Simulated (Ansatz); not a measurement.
input.yaml

```yaml
crystal:
  lattice:
    - [2.803726116, 0.0, 0.0]
    - [-1.401863058, 2.4280980417, 0.0]
    - [0.0, 0.0, 4.6526131109]
  atoms:
    - { symbol: Ni, position: [0.0, 0.0, 0.5] }
    - { symbol: O, position: [0.6666666667, 0.3333333333, 0.7038965614] }
    - { symbol: O, position: [0.3333333333, 0.6666666667, 0.2961034386] }
basis:
  ecutwfc: 500
kpoints:
  mp_grid: { grid: [12, 12, 6] }
hamiltonian:
  xc: r2scan
scf:
  occupations: { method: gaussian, width: 0.02 }
output:
  forces: true
  stress: true
  eigenvalues: true
relax:
  adjacent_minimum: "off"
  f_tol: 0.01
  max_steps: 30
  cell: { stress_tol: 0.1, fix: [volume] }
```

Run as
```bash
ansatz run input.yaml --threads 1 --pin off --max-ram 2560MiB --backend cpu --events-out ev --progress --plain --runs-dir out
```

Computed with Ansatz, DFT r2SCAN, scalar-relativistic, plane waves, PAW.

Abridged output:

```
Pseudopotentials: kind: paw
Pseudopotential: Ni, paw, valence charge 18, recommended cutoff 500 eV (meta_gga)
Pseudopotential: O, paw, valence charge 6, recommended cutoff 500 eV (meta_gga)
Functional definition: r2SCAN
Crystal: 3 atoms, lattice volume = 31.674 Å³
Basis set: ecut = 500 eV, 785 PW (Γ), exchange–correlation on 96×96×144 points (64 copies of the dense FFT grid, shifted against one another)
Bands: 19, of which v1, the nominal top of the filled ones, is band 15 counted from 1 (14 counted from 0)
Symmetry: 12 space group operations
Space group: P-3m1 (ITA 164), of the structure as read, at distance tolerance 3.2e-5 Å
k-points: 100 of 864
Initial density: superposition of atomic densities (neutral atoms: chi_scale 0, normalization atom), corrected by the library's trained network
Initial wavefunctions: pseudopotential atomic-orbital guess
Functional: x = r2scan, c = r2scan; τ floored in thin density (d = 2e-4 eV/Å³)
SCF iter   1: F=—  HF=-6979.802500 eV  |F-HF|=—  |Δ(HF+E_count)|=         —  Δρ=2.80e-2  dr2=1.94e-1  dr2_τ=1.38e-1  ethr=1.77e-3  ⟨swp⟩=5.9  Hψ=8765  notcnv=0
SCF iter   2: F=—  HF=-6980.085057 eV  |F-HF|=—  |Δ(HF+E_count)|=   2.83e-1  Δρ=8.77e-2  dr2=1.79e0  dr2_τ=4.56e-2  ethr=6.48e-4  ⟨swp⟩=3.3  Hψ=4516  notcnv=0  recentre
SCF iter   3: F=—  HF=-6979.891595 eV  |F-HF|=—  |Δ(HF+E_count)|=   1.93e-1  Δρ=1.44e-2  dr2=4.38e-2  dr2_τ=9.17e-4  ethr=6.48e-4  ⟨swp⟩=3.2  Hψ=3825  notcnv=0
SCF iter   4: F=—  HF=-6979.890200 eV  |F-HF|=—  |Δ(HF+E_count)|=   1.40e-3  Δρ=7.30e-3  dr2=4.44e-3  dr2_τ=8.24e-4  ethr=1.46e-4  ⟨swp⟩=2.0  Hψ=2925  notcnv=0
SCF iter   5: F=—  HF=-6979.891999 eV  |F-HF|=—  |Δ(HF+E_count)|=   1.80e-3  Δρ=2.61e-3  dr2=1.84e-3  dr2_τ=7.26e-5  ethr=1.48e-5  ⟨swp⟩=2.2  Hψ=3148  notcnv=0
SCF iter   6: F=—  HF=-6979.891850 eV  |F-HF|=—  |Δ(HF+E_count)|=   1.49e-4  Δρ=1.22e-3  dr2=3.83e-4  dr2_τ=1.21e-5  ethr=6.14e-6  ⟨swp⟩=2.2  Hψ=3047  notcnv=0
SCF iter   7: F=—  HF=-6979.891820 eV  |F-HF|=—  |Δ(HF+E_count)|=   3.01e-5  Δρ=3.93e-4  dr2=3.79e-5  dr2_τ=4.51e-7  ethr=1.28e-6  ⟨swp⟩=1.0  Hψ=1908  notcnv=0
SCF iter   8: F=—  HF=-6979.891819 eV  |F-HF|=—  |Δ(HF+E_count)|=   9.48e-7  Δρ=5.99e-5  dr2=9.77e-7  dr2_τ=1.00e-8  ethr=1.26e-7  ⟨swp⟩=1.2  Hψ=1955  notcnv=0
SCF iter   9: F=-6979.891819 eV  HF=-6979.891819 eV  |F-HF|=3.33e-10  |Δ(HF+E_count)|=   1.43e-8  Δρ=7.36e-6  dr2=6.02e-9  dr2_τ=5.86e-10  ethr=3.33e-10  ⟨swp⟩=3.9  Hψ=9007  notcnv=0
SCF 1 converged in 9 iterations: F = -6979.891819 eV  dr2 = 6.02e-9
relax step   1: F+E_penalty+E_count = -6979.89181892 eV  Δ(F+E_penalty+E_count) = +0.000e0 eV  max|allowed force component| = 4.048e-1 eV/Å  Δτ_max = 0.0000 Å  P = -5.810 GPa  Ω = 31.674 Å³  fix = [volume]  reactions: volume -5.810 GPa (9 SCF iters, dr2 threshold 1.00e-7 eV, accepted)
Initial density: handed on by an earlier stage of this run
Initial wavefunctions: those handed on with the density
SCF iter   1: F=—  HF=-6979.897413 eV  |F-HF|=—  |Δ(HF+E_count)|=         —  Δρ=5.52e-3  dr2=6.25e-3  dr2_τ=1.30e-2  ethr=2.04e-5  ⟨swp⟩=2.0  Hψ=11496  notcnv=0
SCF iter   2: F=—  HF=-6979.908302 eV  |F-HF|=—  |Δ(HF+E_count)|=   1.09e-2  Δρ=1.48e-2  dr2=5.27e-2  dr2_τ=1.42e-3  ethr=2.04e-5  ⟨swp⟩=3.1  Hψ=3993  notcnv=0  recentre
SCF iter   3: F=—  HF=-6979.902407 eV  |F-HF|=—  |Δ(HF+E_count)|=   5.89e-3  Δρ=2.37e-3  dr2=8.43e-4  dr2_τ=3.97e-5  ethr=2.04e-5  ⟨swp⟩=3.1  Hψ=3502  notcnv=0
SCF iter   4: F=—  HF=-6979.902456 eV  |F-HF|=—  |Δ(HF+E_count)|=   4.88e-5  Δρ=5.79e-4  dr2=2.48e-5  dr2_τ=4.81e-6  ethr=2.81e-6  ⟨swp⟩=2.3  Hψ=2931  notcnv=0
SCF iter   5: F=—  HF=-6979.902483 eV  |F-HF|=—  |Δ(HF+E_count)|=   2.73e-5  Δρ=1.91e-4  dr2=1.79e-6  dr2_τ=6.76e-7  ethr=8.26e-8  ⟨swp⟩=2.2  Hψ=3076  notcnv=0
SCF iter   6: F=-6979.902487 eV  HF=-6979.902487 eV  |F-HF|=1.97e-8  |Δ(HF+E_count)|=   4.23e-6  Δρ=2.73e-5  dr2=1.11e-7  dr2_τ=7.25e-9  ethr=1.00e-9  ⟨swp⟩=7.0  Hψ=10155  notcnv=0
SCF 2 converged in 6 iterations: F = -6979.902487 eV  dr2 = 1.11e-7
relax step   2: F+E_penalty+E_count = -6979.90248710 eV  Δ(F+E_penalty+E_count) = -1.067e-2 eV  max|allowed force component| = 2.338e-1 eV/Å  Δτ_max = 0.0116 Å  P = -3.542 GPa  Ω = 31.674 Å³  energy of the carried Pulay correction = +1.060e-17 eV  fix = [volume]  reactions: volume -3.542 GPa (6 SCF iters, dr2 threshold 3.00e-7 eV, accepted)
Basis set: ecut = 500 eV, 761 PW (Γ), exchange–correlation on 96×96×144 points (64 copies of the dense FFT grid, shifted against one another)
SCF iter   1: F=—  HF=-6979.896268 eV  |F-HF|=—  |Δ(HF+E_count)|=         —  Δρ=7.66e-3  dr2=1.19e-2  dr2_τ=2.57e-2  ethr=3.84e-5  ⟨swp⟩=2.0  Hψ=10888  notcnv=0
SCF iter   2: F=—  HF=-6979.918107 eV  |F-HF|=—  |Δ(HF+E_count)|=   2.18e-2  Δρ=1.97e-2  dr2=9.33e-2  dr2_τ=2.57e-3  ethr=3.84e-5  ⟨swp⟩=3.3  Hψ=4207  notcnv=0  recentre
SCF iter   3: F=—  HF=-6979.907500 eV  |F-HF|=—  |Δ(HF+E_count)|=   1.06e-2  Δρ=3.34e-3  dr2=1.72e-3  dr2_τ=7.76e-5  ethr=3.84e-5  ⟨swp⟩=3.4  Hψ=4034  notcnv=0
SCF iter   4: F=—  HF=-6979.907591 eV  |F-HF|=—  |Δ(HF+E_count)|=   9.11e-5  Δρ=8.59e-4  dr2=5.82e-5  dr2_τ=9.13e-6  ethr=5.73e-6  ⟨swp⟩=2.4  Hψ=3100  notcnv=0
SCF iter   5: F=—  HF=-6979.907646 eV  |F-HF|=—  |Δ(HF+E_count)|=   5.46e-5  Δρ=2.43e-4  dr2=3.12e-6  dr2_τ=1.31e-6  ethr=1.94e-7  ⟨swp⟩=2.1  Hψ=3332  notcnv=0
SCF iter   6: F=—  HF=-6979.907653 eV  |F-HF|=—  |Δ(HF+E_count)|=   7.08e-6  Δρ=4.76e-5  dr2=3.71e-7  dr2_τ=2.12e-8  ethr=1.04e-8  ⟨swp⟩=2.0  Hψ=3317  notcnv=0
SCF iter   7: F=-6979.907653 eV  HF=-6979.907653 eV  |F-HF|=3.74e-9  |Δ(HF+E_count)|=   5.48e-8  Δρ=1.20e-5  dr2=2.18e-8  dr2_τ=2.23e-9  ethr=1.00e-9  ⟨swp⟩=5.3  Hψ=8085  notcnv=0
SCF 3 converged in 7 iterations: F = -6979.907653 eV  dr2 = 2.18e-8
relax step   3: F+E_penalty+E_count = -6979.90765290 eV  Δ(F+E_penalty+E_count) = -5.166e-3 eV  max|allowed force component| = 2.013e-2 eV/Å  Δτ_max = 0.0161 Å  P = -0.226 GPa  Ω = 31.674 Å³  energy of the carried Pulay correction = +1.060e-17 eV  fix = [volume]  reactions: volume -0.226 GPa (7 SCF iters, dr2 threshold 3.00e-7 eV, accepted)
SCF iter   1: F=—  HF=-6979.907665 eV  |F-HF|=—  |Δ(HF+E_count)|=         —  Δρ=5.43e-4  dr2=6.20e-5  dr2_τ=1.17e-4  ethr=2.07e-7  ⟨swp⟩=1.0  Hψ=8465  notcnv=0
SCF iter   2: F=—  HF=-6979.907735 eV  |F-HF|=—  |Δ(HF+E_count)|=   6.99e-5  Δρ=1.46e-3  dr2=5.15e-4  dr2_τ=1.36e-5  ethr=2.07e-7  ⟨swp⟩=2.6  Hψ=3855  notcnv=0  recentre
SCF iter   3: F=—  HF=-6979.907676 eV  |F-HF|=—  |Δ(HF+E_count)|=   5.87e-5  Δρ=1.48e-4  dr2=2.00e-6  dr2_τ=1.77e-7  ethr=2.07e-7  ⟨swp⟩=2.1  Hψ=3084  notcnv=0
SCF iter   4: F=—  HF=-6979.907673 eV  |F-HF|=—  |Δ(HF+E_count)|=   2.77e-6  Δρ=3.68e-5  dr2=9.56e-8  dr2_τ=2.33e-8  ethr=6.65e-9  ⟨swp⟩=2.0  Hψ=2932  notcnv=0
SCF iter   5: F=-6979.907673 eV  HF=-6979.907673 eV  |F-HF|=9.16e-10  |Δ(HF+E_count)|=   7.96e-8  Δρ=1.18e-5  dr2=1.49e-8  dr2_τ=2.69e-9  ethr=8.44e-11  ⟨swp⟩=6.0  Hψ=9820  notcnv=0
SCF 4 converged in 5 iterations: F = -6979.907673 eV  dr2 = 1.49e-8
relax step   4: F+E_penalty+E_count = -6979.90767326 eV  Δ(F+E_penalty+E_count) = -2.035e-5 eV  max|allowed force component| = 4.097e-3 eV/Å  Δτ_max = 0.0012 Å  P = -0.415 GPa  Ω = 31.674 Å³  energy of the carried Pulay correction = -5.300e-18 eV  fix = [volume]  reactions: volume -0.415 GPa (5 SCF iters, dr2 threshold 2.53e-8 eV, accepted)
Initial wavefunctions: pseudopotential atomic-orbital guess (no wavefunctions were taken with the density)
SCF iter   1: F=—  HF=-6979.907574 eV  |F-HF|=—  |Δ(HF+E_count)|=         —  Δρ=1.09e-4  dr2=2.21e-7  dr2_τ=1.01e-6  ethr=1.09e-7  ⟨swp⟩=4.0  Hψ=14826  notcnv=0
SCF iter   2: F=—  HF=-6979.907606 eV  |F-HF|=—  |Δ(HF+E_count)|=   3.24e-5  Δρ=5.75e-5  dr2=1.77e-7  dr2_τ=5.67e-7  ethr=7.38e-10  ⟨swp⟩=2.4  Hψ=3513  notcnv=0
SCF iter   3: F=—  HF=-6979.907609 eV  |F-HF|=—  |Δ(HF+E_count)|=   2.15e-6  Δρ=8.85e-5  dr2=1.74e-6  dr2_τ=1.46e-7  ethr=5.89e-10  ⟨swp⟩=2.0  Hψ=3307  notcnv=0  recentre
SCF iter   4: F=—  HF=-6979.907609 eV  |F-HF|=—  |Δ(HF+E_count)|=   2.37e-7  Δρ=4.95e-6  dr2=1.02e-9  dr2_τ=3.66e-9  ethr=5.89e-10  ⟨swp⟩=2.3  Hψ=3113  notcnv=0
SCF iter   5: F=—  HF=-6979.907609 eV  |F-HF|=—  |Δ(HF+E_count)|=   1.88e-8  Δρ=1.52e-6  dr2=2.22e-10  dr2_τ=2.26e-10  ethr=3.40e-12  ⟨swp⟩=2.0  Hψ=3228  notcnv=0
SCF iter   6: F=-6979.907609 eV  HF=-6979.907609 eV  |F-HF|=1.64e-11  |Δ(HF+E_count)|=   1.27e-9  Δρ=2.31e-7  dr2=7.62e-12  dr2_τ=2.67e-12  ethr=1.00e-12  ⟨swp⟩=5.2  Hψ=8115  notcnv=0
SCF 5 converged in 6 iterations: F = -6979.907609 eV  dr2 = 7.62e-12
SCF converged after 6 iterations
Free energy (F): -6979.907609 eV
Harris-Foulkes:  -6979.907609 eV  (|F-HF|=1.64e-11)
Internal energy: -6979.907609 eV  (E = F + TS)
E sigma→0 (E₀):  -6979.907609 eV
Fermi energy:    7.218104 eV
--- Per-component energies (eV) ---
  E_band       = -552.175328
  E_kinetic    = 625.505102
  E_local      = -6282.351770  (includes V_loc(G=0)·N_el)
  E_nonlocal   = 723.740420
  E_hartree    = 2647.282908
  E_xc         = -224.630030
  E_vxc        = -326.802919  (∫ρ·V_xc dr)
  E_paw        = -1950.588753  (= ΣΔE_a)
  E_vpaw       = -608.924125  (= ΣTr[D̂ρ^β])
  E_aug_tail   = 0.002245  (compensation charges beyond the density's cutoff)
  E_vtau       = 22.090053  (kinetic-family band-sum trace: ∫τ·v_τ [+ j·A + Jᵃ·Aᵃ] dr)
  E_ewald      = -2518.503781
  E_core_change = -0.363950  (= ΣΔE_core)
  E_smearing   =  0.000000  (= −TS)
--- Forces (eV/Å), atoms counted from 1 ---
  atom   1  Ni     0.00000000     0.00000000     0.00000000
  atom   2  O      0.00000000     0.00000000    -0.00377907
  atom   3  O      0.00000000     0.00000000     0.00377907
--- Stress (GPa, compression-positive) ---
       -0.387747       0.000000       0.000000
        0.000000      -0.387747       0.000000
        0.000000       0.000000      -0.458687
  P = ⅓ Tr σ = -0.4114 GPa (-4.114 kbar)
--- Band table (eV; the first three rows and the last of 100) ---
  k-point 0: bands = ["-101.3650", "-60.3145", "-60.3145", "-60.0652", "-14.0772", "-11.6061", "0.6049", "0.9803", "0.9803", "4.1530", "4.1530", "5.6135", "5.6135", "5.8190", "6.0158", "9.2561", "9.2561", "15.1512", "18.7819"]
  k-point 1: bands = ["-101.3650", "-60.3145", "-60.3145", "-60.0652", "-14.0589", "-11.6395", "0.7249", "0.9818", "0.9818", "4.1524", "4.1524", "5.4568", "5.6072", "5.6072", "6.1917", "9.2630", "9.2630", "15.4779", "18.6827"]
  k-point 2: bands = ["-101.3650", "-60.3145", "-60.3145", "-60.0652", "-14.0205", "-11.7071", "0.9849", "0.9849", "0.9915", "4.1514", "4.1514", "4.9571", "5.5947", "5.5947", "6.3005", "9.2772", "9.2772", "16.3247", "18.2626"]
  k-point 99: bands = ["-101.3593", "-60.3532", "-60.3532", "-60.0559", "-11.9728", "-11.9728", "0.7637", "0.7637", "1.5354", "3.1841", "3.1841", "3.6646", "4.4150", "5.5340", "5.5340", "8.6116", "8.6116", "21.2091", "22.8934"]
--- Relaxed structure (4 steps of the walk, 4 accepted, 1 SCFs on fresh bases) ---
  F+E_penalty+E_count = -6979.90760882 eV   max|allowed force component| = 3.779e-3 eV/Å   (the final SCF, on the basis selected at the relaxed cell)
  cell:  # Å, volume = 31.6737 Å³
    - [2.77714805, 0.0, 0.0]
    - [-1.38857402, 2.40508076, 0.0]
    - [0.0, 0.0, 4.74209277]
  atoms:
    - { symbol: Ni, position: [0.0, 0.0, 0.5] }
    - { symbol: O, position: [0.66666666, 0.33333333, 0.69818435] }
    - { symbol: O, position: [0.33333333, 0.66666666, 0.30181564] }
```

The relaxation met its thresholds.

It took 29 s on 1 thread of Intel(R) Xeon(R) Platinum 8488C (Sapphire Rapids), on a shared host, peak memory 0.52 GiB.

The cell holds layers, and r2SCAN describes their binding at middle range but leaves out its long-range dispersion part.